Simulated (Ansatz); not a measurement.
Cu (diamond, space group No. 227) at seven volumes, plane-wave PAW r²SCAN (Ansatz code), scaled uniformly. One row is withheld.

```csv
V (Å³/atom),P (GPa)
16.476,7.72
17.019,4.68
17.562,2.14
18.105,0.00
18.648,?
19.191,-3.31
19.734,-4.57
```

Fit the shown pressures and predict the withheld one.

P = (3/2)B₀(x^(7/2) − x^(5/2))[1 + (3/4)(B′ − 4)(x − 1)] with x = (V₀/V)^(2/3). Least squares on the six rows gives V₀ = 18.105 Å³/atom, B₀ = 65.2 GPa, B′ = 4.81. At V = 18.648, x = 0.9805 and P = -1.79 GPa. The run itself gave -1.80 GPa.

Space group Fd-3m (diamond). The start of the workflow was typed in or built on a structure type; neither database checked (COD, Materials Project) lists it. It is not the phase usual at ambient conditions (space group No. 225). The cell was relaxed with r²SCAN under the symmetry of its start. At this level the phase is mechanically unstable. The run is not spin-polarised.

Potentials: the later of the program's two PAW sets.
